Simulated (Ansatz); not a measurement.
Field gradients along an isostructural series (R3c)

The numbers come from a DFT calculation in Ansatz (PBE, plane waves and PAW, scalar-relativistic, 420 eV cutoff). The cells come from the Materials Project (computed, not necessarily observed phases), with the atoms as given. Forces reach 0.5 eV/Å in them. Spin–orbit coupling is left out, which moves gradients at and beside heavy atoms (La) by some per cent and at some sites by far more. All compounds take space group R3c with the same Wyckoff sites and nearly the same cell shape, and differ in the element M (In, Y, La). Sites are named by their Wyckoff letter. V_zz in 10²¹ V/m².

```csv
M,compound,source,cell edges (Å),first shell of S on b,S on b: V_zz (η),Na on a: V_zz (η),M on a: V_zz (η)
In,NaZnInS3O12,MP,"8.762, 23.081",4 O at 1.47–1.50 Å,?,?,?
Y,NaYZnS3O12,MP,"8.954, 23.646",4 O at 1.48–1.50 Å,-1.14 (0.16),-0.62 (0.00),-0.26 (0.00)
La,NaLaZnS3O12,MP,"9.122, 24.281",4 O at 1.48–1.49 Å,-0.85 (0.30),-0.54 (0.00),0.85 (0.00)
```

(1) Estimate the values withheld for NaZnInS3O12.

Answers

(1) S on b: -1.70 (0.29); Na on a: -0.78 (0.00); In on a: 0.23 (0.00).
